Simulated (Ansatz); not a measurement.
Theory: DFT PBE, scalar-relativistic, plane waves, PAW (Ansatz). All cells share a 420 eV cutoff and Γ-centred k meshes spaced at most about 0.3 Å⁻¹ (about 0.25 or finer for metals, 2π included). No spin polarisation in the final relaxations.

Temperature and zero-point effects are left out.

Compare these two cells of Mg3BeS, each relaxed at this level.

A.

```
Mg Be S
1.0
     7.30995    0.00000    0.00000
    -3.65498    6.33060    0.00000
     0.00000    0.00000    4.18951
Mg Be S
6 2 2
Cartesian
  -2.4301 4.2091 3.1526
  1.2249 2.1215 3.1526
  4.8602 0.0000 3.1526
  2.4301 4.2091 1.0370
  -1.2249 2.1215 1.0370
  2.4497 0.0000 1.0370
  0.0000 0.0000 1.0692
  0.0000 0.0000 3.1203
  3.6550 2.1102 2.0948
  0.0000 4.2204 2.0948
```

B.

```
Mg Be S
1.0
     3.13320    1.80895    3.23962
    -3.13320    1.80895    3.23962
     0.00000   -3.61790    3.23962
Mg Be S
3 1 1
Direct
  0.49527 0.76062 0.09967
  0.09967 0.49527 0.76062
  0.76062 0.09967 0.49527
  0.60351 0.60351 0.60351
  0.00984 0.00984 0.00984
```

Question: Which is lower in energy, and by how much?

Answer: A is lower, by 146 meV/atom. A has space group P-31m (No. 162), 19.4 Å³/atom and no gap on its mesh; B has space group R3 (No. 146), 22.0 Å³/atom and no gap. Counting Be or Mg atoms around S (for each partner element, those within 1.25 times its shortest distance or 1.15 times the sum of covalent radii, where it is the nearest in units of that sum or under 1.3; a plus sign parts groups by distance over the sum of covalent radii), A has S 6 and B has S 3+3. The denser one is the lower, and pressure would at first widen the difference. Both come from invented guesses.

A magnetic state wasn't ruled out in cells without spin, among them R3. Cells relaxed within their symmetry can be saddle points.
